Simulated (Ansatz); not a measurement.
PRu (CsCl type, space group No. 221), PBE in the plane-wave PAW code Ansatz, all energies at zero smearing, with the estimated change up to a 700 eV cutoff added, with one set of potentials and settings (totals compare only within such a set). Cell of 2 atoms (1 Ru, 1 P): -6634.850 eV.

| element | reference phase | E (eV/atom) |
|---|---|---|
| Ru | P6_3/mmc, 2 atoms in the cell | -5878.7331 |
| P | Cmce, 4 atoms in the cell | -755.6733 |

Formation energy per atom, worked out: (-6634.850 − 1×(-5878.7331) − 1×(-755.6733))/2 = -0.222 eV/atom (-21 kJ per mol of atoms), at 0 K, without zero-point energy or fitted corrections.

Space group Pm-3m (CsCl type). A made-up cell: these elements were put on the sites of a structure type; neither database checked (COD, Materials Project) lists it. Its standing as an ambient phase is unchecked. Symmetry was held in the PBE relaxation; its stability against distortions is not shown here. The run is not spin-polarised. The references are the lowest solids computed at this level, not always the standard phases.

Potentials: the earlier of the program's two PAW sets.
